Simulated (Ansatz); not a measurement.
All-electron LAPW in Ansatz 0.2.0 under LDA, scalar-relativistic, energies extrapolated to zero smearing. Slabs are 1×1 cells cut from bulk crystals relaxed on PAW files, with atoms then relaxed, 16 to 20 Å of vacuum, a dipole correction, k spacings of 0.16 to 0.26 Å⁻¹ and smearing of 0.02 to 0.1 eV, without spin–orbit coupling or spin polarisation. The bulk type named needn't be the stable one, and no reconstruction is allowed.

```json
{"slab": "fcc Al (111), 5 layers", "area (Å²)": "6.87", "γ (J/m²)": "0.99", "Φ (eV)": "4.25", "Δd12 (%)": "2.0"}
{"slab": "hcp Hf (0001), 5 layers", "area (Å²)": "8.42", "γ (J/m²)": "1.94", "Φ (eV)": "?", "Δd12 (%)": "-6.3"}
{"slab": "hcp Ti (0001), 4 layers", "area (Å²)": "7.11", "γ (J/m²)": "2.24", "Φ (eV)": "4.66", "Δd12 (%)": "-6.8"}
{"slab": "bcc Ta (111), 5 layers", "area (Å²)": "18.33", "γ (J/m²)": "3.10", "Φ (eV)": "3.97", "Δd12 (%)": "-18.5"}
{"slab": "fcc Cu (110), 5 layers", "area (Å²)": "8.75", "γ (J/m²)": "2.11", "Φ (eV)": "4.72", "Δd12 (%)": "?"}
{"slab": "fcc Ag (111), 5 layers", "area (Å²)": "6.93", "γ (J/m²)": "1.17", "Φ (eV)": "4.88", "Δd12 (%)": "-0.2"}
```

Task: What belongs in the row "hcp Hf (0001), 5 layers", column "Φ (eV)"?

Result: 4.60.

Task: What belongs in the row "fcc Cu (110), 5 layers", column "Δd12 (%)"?

Result: -10.0.
